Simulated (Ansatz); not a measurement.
SiSn (rock salt, Fm-3m) under volume change, DFT-PBE in the program Ansatz with PAW potentials, scaled uniformly.

```json
[
 {"V (Å³/atom)": "20.528", "E − E(relaxed) (meV/atom)": "___", "P (GPa)": "___"},
 {"V (Å³/atom)": "21.204", "E − E(relaxed) (meV/atom)": "___", "P (GPa)": "___"},
 {"V (Å³/atom)": "21.881", "E − E(relaxed) (meV/atom)": "4.5", "P (GPa)": "2.20"},
 {"V (Å³/atom)": "22.558", "E − E(relaxed) (meV/atom)": "0.0", "P (GPa)": "0.00"},
 {"V (Å³/atom)": "23.235", "E − E(relaxed) (meV/atom)": "4.0", "P (GPa)": "-1.84"},
 {"V (Å³/atom)": "23.911", "E − E(relaxed) (meV/atom)": "15.1", "P (GPa)": "-3.37"},
 {"V (Å³/atom)": "24.588", "E − E(relaxed) (meV/atom)": "32.0", "P (GPa)": "-4.61"}
]
```

**Question.** What belongs in the gaps?

**Answer.** 
- 20.528, E − E(relaxed) (meV/atom): 45.8
- 20.528, P (GPa): 7.91
- 21.204, E − E(relaxed) (meV/atom): 19.1
- 21.204, P (GPa): 4.81

**Question.** What does a third-order Birch–Murnaghan fit give for V₀, B₀ and B′?

**Answer.** V₀ = 22.56 Å³/atom, B₀ = 66.4 GPa, B′ = 5.0.

The cell is a constructed one: a structure type filled with these elements; neither database checked (COD, Materials Project) lists it. Its standing as an ambient phase is unchecked. The PBE relaxation kept the symmetry of its start; its stability against distortions is not shown here. Scalar-relativistic: spin–orbit coupling is off unless named, which matters more the heavier the elements.

Potentials: the later of the program's two PAW sets.
